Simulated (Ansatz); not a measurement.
Ansatz input

```yaml
crystal:
  lattice:
    - [2.2672679302, 0.0, 0.0]
    - [0.0, 2.2672679302, 0.0]
    - [0.0, 0.0, 2.2672679302]
  atoms:
    - { symbol: Cr, position: [0.0, 0.0, 0.0], spin: 1.5 }
hamiltonian:
  xc: blyp
  pseudopotentials:
    kind: paw
    azcp:
      Cr: "pseudopotentials/Cr.paw.azcp"
basis:
  ecutwfc: 420
  fft_grid_basis: typed
kpoints:
  mp_grid: { grid: [15, 15, 15], shift: [0, 0, 0] }
magnetization:
  spin_polarized: true
scf:
  occupations: { method: fermi_dirac, width: 0.05 }
  lower_state_search: "off"
output:
  stress: true
  write_density: true
  write_potential: true
  elf: true
  volumetric_format: npy
```

Terminal output

```
Engine: ansatz 0.2.0, aarch64-unknown-linux-gnu
Pseudopotentials: kind: paw
Pseudopotential: Cr, paw, valence charge 14, recommended cutoff 420 eV (normal) 
Functional definition: BLYP
  parameter beta = 0.0042
  parameter a = 0.04918
  parameter b = 0.132
  parameter c = 0.2533
  parameter d = 0.349
  exchange = b88_x(beta = beta)
  correlation = lyp_c(a = a, b = b, c = c, d = d)
Crystal: 1 atoms, lattice volume = 11.655 Å³
Basis set: ecut = 420 eV, 251 PW (Γ), exchange–correlation on 32×32×32 points (8 copies of the dense FFT grid, shifted against one another)
Bands: 12, of which v1, the nominal top of the filled ones, is band 7 counted from 1 (6 counted from 0)
Symmetry: 48 space group operations
Space group: Pm-3m (ITA 221), of the structure as read, at distance tolerance 2.3e-5 Å
Magnetic group: BNS 221.92 (UNI 1594), of the structure as read, at distance tolerance 2.3e-5 Å
k-points: 120 of 3375
Non-local potential: Cr, projectors of the file, l = 0: 3, l = 1: 2, l = 2: 3, l = 3: 1
PAW form: soft (Blöchl's): semilocal exchange-correlation on the pseudo side does not see the compensation charge
PAW frozen core: Cr, regenerated for the run's functional, and the local potential with it (the file was generated under x = pbe(κ = 0.804, μ = 0.2195149727645171), c = pbe(β = 0.06672455060314922))
PAW one-centre angular grid: Cr, 590 points (default); XC on 64 Gauss nodes
Initial density: superposition of atomic densities (chi_scale 0.1, normalization cell)
Starting moments: Σ|m| = 1.5 μB on 1 of 1 site
Initial wavefunctions: pseudopotential atomic-orbital guess
Functional: x = b88, c = lyp
SCF iter   1: F=—  HF=-3384.032416 eV  |F-HF|=—  |Δ(HF+E_count)|=         —  Δρ=1.75e-1 (↑1.75e-1 ↓5.44e-2)  dr2=2.47e0  dr2_m=1.06e0  M=0.531 μB ∫|m|=0.536 μB  β_m=0.30  ethr=3.10e-3  ⟨swp⟩=3.9  Hψ=13399  notcnv=0
SCF iter   2: F=—  HF=-3383.617747 eV  |F-HF|=—  |Δ(HF+E_count)|=   4.15e-1  Δρ=1.09e-1 (↑1.09e-1 ↓4.88e-2)  dr2=7.12e-1  dr2_m=5.45e-1  M=0.512 μB ∫|m|=0.517 μB  β_m=0.30  ethr=3.10e-3  ⟨swp⟩=2.9  Hψ=7121  notcnv=0  defer=102
SCF iter   3: F=—  HF=-3383.500247 eV  |F-HF|=—  |Δ(HF+E_count)|=   1.17e-1  Δρ=5.52e-2 (↑5.03e-2 ↓5.52e-2)  dr2=2.60e-2  dr2_m=2.78e-1  M=0.496 μB ∫|m|=0.502 μB  β_m=0.30  ethr=3.10e-3  ⟨swp⟩=2.9  Hψ=5325  notcnv=0  defer=102
...
SCF iter  17: F=-3383.592535 eV  HF=-3383.592535 eV  |F-HF|=5.46e-11  |Δ(HF+E_count)|=   6.20e-9  Δρ=1.49e-6 (↑1.49e-6 ↓1.37e-6)  dr2=2.77e-12  dr2_m=2.17e-10  M=-0.000 μB ∫|m|=0.000 μB  β_m=0.99  ethr=1.00e-12  ⟨swp⟩=3.6  Hψ=11190  notcnv=0
SCF iter  18: F=-3383.592535 eV  HF=-3383.592535 eV  |F-HF|=1.36e-12  |Δ(HF+E_count)|=  2.39e-10  Δρ=1.96e-7 (↑1.95e-7 ↓1.96e-7)  dr2=5.35e-14  dr2_m=4.04e-12  M=-0.000 μB ∫|m|=0.000 μB  ethr=1.00e-12  ⟨swp⟩=3.1  Hψ=10778  notcnv=0
WARN: the starting moments were not kept: the SCF closed with an absolute magnetisation of 7.3e-6 μB, where they sum to 1.5 μB in size (1 site). That is at most 0.1 of that sum. Measured as dr2_m measures the in/out step, that magnetisation stands 5.0e-11 eV from none, at or under the dr2_threshold of 1.0e-7 eV: it is no larger than a step whose dr2_m would equal this threshold. The system may hold no moment; this SCF shows only that its start led to no more than that. To try another start: raise the starting moments (crystal.atoms[].spin, magnetization.per_species, magnetization.initial_magnetization, or on a non-collinear deck that types none of these the spinor_matrix: blocks that start its atoms; where the total moment is fixed, keep their sum and leave initial_magnetization as it is; typed ones take the place of any that the run laid by itself, positive ones on a crystal's lanthanoids without a Hubbard term where scf.initial_density.shell_occupations: [] is typed) or, if the notice of its spin-set hold's release reads "site moments contracting" or "site moments show no strong build", lengthen the hold (scf.mixing.spin_hold: { on: { confirm: 4 } }; for m-r²SCAN on two components see the key's manual first). Each may lead to a state that holds a moment. A second SCF, from the converged charge density, with the starting moments and any scf.initial_density.shell_occupations laid on it anew, would have followed, and was not run: the deck does not ask for one (magnetization.retry_lost_moments is false, the default). To let it run, set magnetization.retry_lost_moments: true and run the deck again, where that key's refused combinations let it; where memory then withholds it, that run's warning says so.
SCF 1 converged in 18 iterations: F = -3383.592535 eV  dr2 = 5.35e-14
SCF converged after 18 iterations
Magnetization: -0.0000 μB (7.0000 up, 7.0000 down)
Absolute magnetization: 0.0000 μB (∫|ρ↑−ρ↓|, with the PAW one-centre terms)
Spin contamination: 0.0000 ħ² per cell (⟨S²⟩ above its minimum at these occupations)
Per-site moments (μB) at R_I (Å): [(-6.375916010427212e-6, 0.9352480212075001)]
Free energy (F): -3383.592535 eV
Harris-Foulkes:  -3383.592535 eV  (|F-HF|=1.36e-12)
Internal energy: -3383.577608 eV  (E = F + TS)
E sigma→0 (E₀):  -3383.585072 eV
Entropy (-TS):   -0.014928 eV (-14.928 meV/atom)
Fermi energy:    19.754229 eV
--- Per-component energies (eV) ---
  E_band       = -137.168331
  E_kinetic    = 348.155249
  E_local      = -1258.190280  (includes V_loc(G=0)·N_el)
  E_nonlocal   = 82.976567
  E_hartree    = 555.598141
  E_xc         = -138.487618
  E_vxc        = -176.241362  (∫ρ·V_xc dr)
  E_paw        = -1207.688705  (= ΣΔE_a)
  E_vpaw       = -245.065132  (= ΣTr[D̂ρ^β])
  E_aug_tail   = 0.000345  (compensation charges beyond the density's cutoff)
  E_ewald      = -1765.956098
  E_core_change = 0.014790  (= ΣΔE_core)
  E_smearing   = -0.014928  (= −TS)
  E_closure    = 0.000000  (closes the sum)
  Σ components = -3383.592535   (vs F -3383.592535, Δ=0.00e0)
--- Stress (GPa, compression-positive) ---
       29.603983       0.000000       0.000000
        0.000000      29.603983       0.000000
        0.000000       0.000000      29.603983
  P = ⅓ Tr σ = 29.6040 GPa (296.040 kbar)
--- Band table (eV; the first three rows and the last of 240) ---
  k-point 0 ↑: bands = ["-51.8635", "-22.5114", "-22.5114", "-22.5114", "12.2906", "16.1452", "16.1452", "22.5844", "22.5844", "22.5844", "40.6947", "40.6947"]
  k-point 1 ↑: bands = ["-51.8536", "-22.5736", "-22.5061", "-22.5061", "12.4446", "16.1794", "16.2674", "22.4706", "22.4706", "22.5932", "39.3632", "40.9256"]
  k-point 2 ↑: bands = ["-51.8257", "-22.7477", "-22.4911", "-22.4911", "12.8854", "16.2772", "16.6242", "22.1584", "22.1584", "22.6180", "36.9330", "41.5900"]
  k-point 119 ↓: bands = ["-51.2092", "-23.4729", "-23.4707", "-23.4707", "16.4363", "16.5165", "16.5165", "23.9574", "23.9574", "31.5800", "34.4890", "35.2968"]
```
